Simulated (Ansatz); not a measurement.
An Ansatz (a quantum-chemistry and plane-wave program) input:

Ansatz 0.2 input:
```yaml
crystal:
  lattice:
    - [3.8199344061, 2.1503858806, 0.0]
    - [-3.8199344061, 2.1503858806, 0.0]
    - [-0.0987963588, 0.0, 5.9774497437]
  atoms:
    - { symbol: Te, position: [0.6906157003, 0.3093842997, 0.66119084] }
    - { symbol: Te, position: [0.3093842997, 0.6906157003, 0.33880916] }
    - { symbol: Te, position: [0.0, 0.0, 0.0] }
kpoints:
  mp_grid: { grid: [8, 8, 5] }
  band_path:
    path:
      - [[0.0, 0.0, 0.0], [0.3292464145, 0.3292464145, 0.0]]  # Γ-C
      - [[-0.3292464145, 0.6707535855, 0.0], [-0.5, 0.5, 0.0], [0.0, 0.0, 0.0], [-0.5, 0.5, 0.5], [-0.327572798, 0.672427202, 0.5]]  # C_2-Y_2-Γ-M_2-D
      - [[0.327572798, 0.327572798, 0.5], [0.0, 0.0, 0.5], [0.0, 0.0, 0.0]]  # D_2-A-Γ
      - [[0.0, 0.5, 0.5], [0.0, 0.0, 0.0], [0.0, 0.5, 0.0]]  # L_2-Γ-V_2
    npoints: 8
hamiltonian:
  xc: r2scan
  pseudopotentials: { kind: paw }
magnetization: { noncollinear: true, spin_orbit: true }
scf:
  n_extra_bands: 12
  convergence: { dr2_threshold: 0.0000000001 }
  occupations: { method: gaussian, width: 0.05 }
output: { eigenvalues: true }
```

Task: How many symmetry operations and irreducible k-points will the run report?

Result: 4 operations, 93 of 320 k-points.

Task: With a cutoff of 500 eV, how many plane waves at Γ?

Result: 2497.

It took very roughly 7 core-minutes on shared server cores.

Space group C2/m. The first step of the workflow began from a Materials Project structure, measured or hypothetical; the Crystallography Open Database copy checked does not list it. It is not the phase usual at ambient conditions (space group No. 152). The cell was relaxed with r²SCAN under the symmetry of its start. At this level the phase is dynamically unstable (imaginary phonons).

Potentials: the later of the program's two PAW sets.

Ansatz is a plane-wave DFT program.
